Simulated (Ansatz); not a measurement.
**Data sheet: Cd₅TeS₄ (DFT)**

Cd5TeS4:
```yaml
crystal:
  lattice:
    - [-2.08836, 2.08836, 14.60546]
    - [2.08836, -2.08836, 14.60546]
    - [2.08836, 2.08836, -14.60546]
  atoms:
    - { symbol: Cd, position: [0.81029, 0.81029, 0.00000] }
    - { symbol: Cd, position: [0.18971, 0.18971, 0.00000] }
    - { symbol: Cd, position: [0.59455, 0.59455, 0.00000] }
    - { symbol: Cd, position: [0.40545, 0.40545, 0.00000] }
    - { symbol: Cd, position: [0.00000, 0.00000, 0.00000] }
    - { symbol: Te, position: [0.75000, 0.25000, 0.50000] }
    - { symbol: S, position: [0.14202, 0.64202, 0.50000] }
    - { symbol: S, position: [0.35798, 0.85798, 0.50000] }
    - { symbol: S, position: [0.54729, 0.04729, 0.50000] }
    - { symbol: S, position: [0.95271, 0.45271, 0.50000] }
```

Space group I-4m2 (No. 119); conventional cell a = b = 4.177 Å, c = 29.211 Å, α = β = γ = 90.00°.

Method: DFT-LDA in the program Ansatz with PAW potentials. Geometry: relaxed at this level of theory. Other levels are named where they apply.

### Cell and energy

```yaml
volume_per_atom: 25.48 Å³
density: 5.33 g/cm³
Formation energy from the elements (no fitted shifts): -0.56 eV/atom
```

### Electronic structure

```yaml
band_gap: 0.41 eV (smallest direct gap 0.41 eV)
valence_band_maximum: on the S0–Γ line, 2 % of the way from S0 (k = 0.247, -0.250, 0.250 in fractions of the reciprocal vectors)
conduction_band_minimum: at Γ
electron_effective_mass: 0.068, 0.068, 0.086 mₑ (principal values)
```

### Mechanics

```yaml
Bulk modulus (Birch–Murnaghan fit): 624 kbar
Pressure derivative B′: 4.5
Elastic constants (relaxed ions, GPa): C11 = 94.3, C12 = 40.0, C13 = 55.6, C33 = 72.9, C44 = 23.9, C66 = 10.5
mechanical_stability: stable (all eigenvalues of C positive)
hill_bulk_and_shear_moduli: 62.6 and 17.3 GPa
Young's modulus: 47.6 GPa
Poisson's ratio: 0.37
debye_temperature_from_the_elastic_constants: 206 K
Piezoelectric stress constants (proper, relaxed ions, C/m²): e15 = -0.19, e24 = 0.19, e31 = -0.23, e32 = 0.23
```

The first step of the workflow began from a Materials Project structure, measured or hypothetical; the Crystallography Open Database copy checked does not list it. Its standing as an ambient phase is unchecked. The LDA relaxation kept the symmetry of its start; whether a distortion lowers the energy is not shown. Signs of piezoelectric constants follow the polarity of the cell as given. The references are the lowest solids computed at this level, not always the standard phases. Scalar-relativistic: spin–orbit coupling is off unless named, which matters more the heavier the elements.

Potentials: the later of the program's two PAW sets.
